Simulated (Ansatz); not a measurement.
# Na (P6_3/mmc): elasticity against pressure

```
CELL_PARAMETERS angstrom
3.71735 0.00000 0.00000
-1.85867 3.21932 0.00000
0.00000 0.00000 6.07238
ATOMIC_POSITIONS crystal
Na 0.33333 0.66667 0.25000
Na 0.66667 0.33333 0.75000
```

This is the zero-pressure cell. At each pressure cell and atoms are relaxed in this structure, and the constants are slopes of the stress at strains of ±0.005 with relaxed ions (the coefficients that govern stability under load). Level: PBEsol, PAW on Ansatz 0.2.0's default frozen-core files (fitted under PBE), scalar-relativistic; k mesh 14×14×8, strains of ±0.005, Fermi-Dirac smearing of 0.080 eV, cutoff 420 eV. P is the pressure of the relaxed cell, less that of this one.

```csv
P (GPa),V/V₀,C11 (GPa),C12 (GPa),C13 (GPa),C33 (GPa),C44 (GPa)
0.00,1.0000,12.5,7.1,4.0,15.7,2.9
0.98,0.9022,16.7,10.5,6.6,20.9,3.4
1.99,0.8344,20.8,13.9,9.2,25.7,3.8
3.98,0.7450,28.1,20.3,14.3,34.4,4.5
6.98,0.6613,38.3,29.4,22.0,46.1,5.2
9.99,?,?,?,?,?,?
14.98,0.5426,63.3,52.5,42.5,73.6,6.5
```

Task: Does the bulk modulus from the constants agree with the pressure-volume curve?

Result: A third-order Birch-Murnaghan fit to the volumes shown (F against f, f = [(V₀/V)^(2/3) − 1]/2) gives B₀ = 7.8 GPa and B′ = 3.8. Its −V dP/dV stands beside the Reuss value 1/ΣS_ij (i, j ≤ 3):

| P (GPa) | from P(V) | from the constants |
| --- | --- | --- |
| 0.00 | 7.8 | 7.9 |
| 0.98 | 11.3 | 11.3 |
| 1.99 | 14.7 | 14.6 |
| 3.98 | 21.0 | 20.9 |
| 6.98 | 30.0 | 29.9 |
| 14.98 | 51.9 | 52.8 |

Task: What are the pressure derivatives at zero pressure?

Result: Slopes at V₀ of quadratic fits in −ln(V/V₀) through the first four rows shown, divided by B₀: dC11/dP = 4.4, dC12/dP = 3.5, dC13/dP = 2.4, dC33/dP = 5.5, dC44/dP = 0.6. The mean slopes up to 2.0 GPa are 4.2, 3.4, 2.6, 5.0, 0.5; curvature and scatter of the constants part the two.

Task: Fill the row at 9.99 GPa.

Result: Cubic fits in −ln(V/V₀) through all rows shown give C11 = 48.0, C12 = 38.3, C13 = 29.8, C33 = 56.9, C44 = 5.8 GPa. Computed: V/V₀ = 0.6055, C11 (GPa) = 48.0, C12 (GPa) = 38.3, C13 (GPa) = 29.7, C33 (GPa) = 56.9, C44 (GPa) = 5.8.

Task: Does a shear stiffness soften?

Result: C44 goes from 2.9 to 6.5 GPa; (C11 − C12)/2 goes from 2.7 to 5.4 GPa. Neither ends more than 3 % under its start, and the lattice stays mechanically stable over this range.

Limits of these numbers: the structure is a database entry and needn't be the stable phase; no other phase was computed; many crystals of this kind change structure within this range, and rows or crossings beyond such a change describe a metastable lattice; frozen-core PAW files fitted under PBE, their cores solved anew for the functional of the run; responses of metals move with mesh and smearing; elastic stability says nothing of phonons or of other phases; phonons weren't checked at these pressures.
